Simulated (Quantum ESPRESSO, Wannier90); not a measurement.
# Tight-binding from DFT: Sn (Immm)

```
Sn
1.0
   -1.72654     1.77554     2.33834
    1.72654    -1.77554     2.33834
    1.72654     1.77554    -2.33834
Sn
1
Cartesian
  0.00000   0.00000   0.00000
```

Materials Project entry mp-623511; symmetrised, unrelaxed at this level. Not found in the COD (Crystallography Open Database) copy used, which has the formula in other groups; not checked further. Computed values, not measurements, from PBEsol: Quantum ESPRESSO (norm-conserving PseudoDojo potentials, cutoff 58 Ry, no spin polarisation, no spin-orbit coupling) on a Γ-centred 12×12×12 mesh, then Wannier90. Density: 16×16×16 mesh, cold smearing 0.01 Ry. Spin-orbit coupling is left out although heavy elements are present.

Base run: 4 functions from bands 6-15 of the 15 computed, start hydrogen-like Sn: s;p, centres 0.05 Å off the atoms, frozen window up to 1.50 eV relative to the Fermi level, outer window open. Rows change the key named; with other orbitals the number of functions and the frozen window follow, as listed; window edges are relative to the Fermi level. The misfit compares interpolated bands with pw.x on a high-symmetry path, for states up to 1.0 eV relative to the Fermi level. Converged means that the tolerances were met: symmetric starts can stop on a saddle, which shows as a larger Ω_OD at equal Ω_I and can move the misfit too.

Rows with other orbitals or bands describe another subspace, so their Ω_I can't be set against the base's. Runs that didn't settle are not listed.

| setting | orbitals | bands | functions | frozen to (eV) | Ω_I (Å²) | Ω_D (Å²) | Ω_OD (Å²) | rms misfit (meV) | worst (meV) | ended |
|---|---|---|---|---|---|---|---|---|---|---|
| base | Sn sp | 6-15 | 4 | 1.50 | 7.02 | 0.01 | 1.81 | 11 | 76 | converged |
| num_iter = 0 (projection only), orbitals on the atoms | Sn sp | 6-15 | 4 | 1.50 | 7.02 | 0.00 | 3.61 | 12 | 82 | no minimisation |
| start: the same orbitals exactly on the atoms | Sn sp | 6-15 | 4 | 1.50 | 7.02 | 0.00 | 3.50 | 11 | 75 | converged |
| start: atomic waves of the pseudopotential files | Sn 5s, Sn 5p | 6-15 | 4 | 1.50 | 7.02 | 0.00 | 3.50 | 11 | 75 | converged |
| atomic waves with projectability windows 0.01 and 0.95 | Sn 5s, Sn 5p | 6-15 | 4 | 1.50 | 7.94 | 0.00 | 3.57 | 9.1 | 38 | converged |
| start: SCDM erfc, mu = fit minus three sigma, no disentanglement steps | Sn 5s, Sn 5p | 6-15 | 4 | none | 9.45 | 0.01 | 2.07 | 6.4 | 25 | converged |
